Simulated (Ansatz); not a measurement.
This ZnGaC₂N₂ structure is the end of a relaxation. The cell was found from a structure generator's guess, not taken from experiment.

Method: DFT PBE, scalar-relativistic, plane waves, PAW (Ansatz). Cutoff 420 eV, Γ-centred mesh, Gaussian smearing, no spin polarisation.

```
CELL_PARAMETERS angstrom
3.36119 0.00000 0.00000
0.48005 4.02821 0.00000
0.51723 0.25158 5.54703
ATOMIC_POSITIONS crystal
Zn 0.00000 0.00000 0.00000
Ga 0.50000 0.00000 0.50000
C 0.76312 0.33371 0.25747
C 0.23688 0.66629 0.74253
N 0.74803 0.63774 0.25637
N 0.25197 0.36226 0.74363
```

The zero of energy is the elements' standard structures at the same level (N₂ as a molecule); no fitted shifts are applied.

(1) What space group does it have?

(2) How far does it lie from the elements in energy?

(3) Is it a metal?

(4) From what recipe could a structure generator have reached it?

Answers

(1) P-1 (No. 2). Conventional cell: a = 3.361 Å, b = 4.057 Å, c = 5.577 Å, α = 86.8°, β = 84.7°, γ = 83.2°. Zn is surrounded by 2 C at 2.07 Å and 2 N at 2.18 Å; Ga has 2 C at 2.07 Å and 2 N at 2.10 Å; C has 1 N at 1.23 Å, 1 Zn at 2.07 Å and 1 Ga at 2.07 Å; N has 1 C at 1.23 Å, 1 Ga at 2.10 Å and 1 Zn at 2.18 Å.

(2) +0.46 eV/atom. A positive value: parting into the elements would lower its energy.

(3) Yes, bands cross the Fermi level on the 12×10×8 mesh.

(4) One such recipe: packed cyanide-bridged chains (P-1, No. 2). Other recipes can lead to the same cell.

The last run used a 12×10×8 mesh (in the run's order of axes) for its 6-atom cell and Gaussian smearing of 0.10 eV. Weakly bound directions are ill-defined at this level, which has no dispersion term. An odd number of electrons in the primitive cell allows no gap without spin; a larger cell or a magnetic state could open one. The reference form of C is held partly by dispersion forces, which this level lacks. A structure relaxed within its symmetry needn't be a true minimum.
